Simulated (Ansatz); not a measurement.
TiC (rock salt, space group No. 225) under volume change, plane-wave PAW r²SCAN (Ansatz code), scaled uniformly.

```tsv
V (Å³/atom)	E − E(relaxed) (meV/atom)	P (GPa)
9.221	78.4	29.77
9.525	33.0	18.32
9.829	7.8	8.47
10.133	0.0	-0.01
10.437	7.1	-7.32
10.741	27.1	-13.61
11.045	58.2	-19.03
```

What does a third-order Birch–Murnaghan fit give for V₀, B₀ and B′?

V₀ = 10.13 Å³/atom, B₀ = 262 GPa, B′ = 4.0.

Space group Fm-3m (rock salt). Symmetry was held in the r²SCAN relaxation. No spin polarisation was allowed.

Potentials: the later of the program's two PAW sets.
